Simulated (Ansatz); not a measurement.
In₂Ge₂O₇ (space group C2/m)

```
In2Ge2O7
1.0
    3.29422    -4.38064     0.00000
    3.29422     4.38064     0.00000
   -1.01498     0.00000     4.80942
In Ge O
2 2 7
Direct
  0.30636   0.69364   0.00000
  0.69364   0.30636   0.00000
  0.76204   0.76204   0.59308
  0.23796   0.23796   0.40692
  0.40849   0.07374   0.21293
  0.59151   0.92626   0.78707
  0.92626   0.59151   0.78707
  0.07374   0.40849   0.21293
  0.00000   0.00000   0.50000
  0.41397   0.41397   0.72729
  0.58603   0.58603   0.27271
```

A phonon eigenvector at Γ is frozen into this cell: atom i moves by Q times the vector below, so Q is the largest atomic displacement, in Å. The cell is held.

```
atom       x       y       z
----  ------  ------  ------
In1    0.016   0.000  -0.056
In2    0.016   0.000  -0.056
Ge3   -0.130   0.000   0.050
Ge4   -0.130   0.000   0.050
O5    -0.028   0.093  -0.039
O6    -0.028   0.093  -0.039
O7    -0.028  -0.093  -0.039
O8    -0.028  -0.093  -0.039
O9     0.176   0.000   0.984
O10    0.444   0.000  -0.243
O11    0.444   0.000  -0.243
```

Method: LDA (plane waves to 420 eV, PAW, scalar-relativistic; Ansatz, a program for electronic structure). k mesh 5×5×6 (Γ-centred), fixed occupations. In2Ge2O7 was relaxed with its symmetry unable to fall. ΔE is measured from the undisplaced structure.

| Q (Å) | ΔE (meV/cell) |
|---|---|
| -0.4400 | 41.2 |
| -0.3667 | withheld |
| -0.2933 | -2.0 |
| -0.2200 | -5.4 |
| -0.1467 | -3.8 |
| -0.0733 | -1.2 |
| 0.0000 | 0.0 |
| 0.0733 | -1.2 |
| 0.1467 | -3.8 |
| 0.2200 | -5.4 |
| 0.2933 | -2.0 |
| 0.3667 | withheld |
| 0.4400 | 41.2 |

Problem. Fit an even polynomial form (powers 2, 4) to the given rows and predict ΔE at Q = 0.3667.

Solution. Least squares on the 11 given rows: ΔE = (-216.0)·Q² + (2216)·Q⁴, in meV/cell with Q in Å; root-mean-square residual 0.13 meV/cell. At 0.3667 the fit gives 11.0 meV/cell; the calculation gives 11.5 meV/cell, so the interpolation is off by -0.5 (-4.3 %). The quadratic term alone would give -29.0 meV/cell: it is negative, as the undisplaced cell is unstable along this move.

(For displaced atoms, the force is minus the slope of the energy, and its curvature is a force constant, which sets phonon frequencies.)
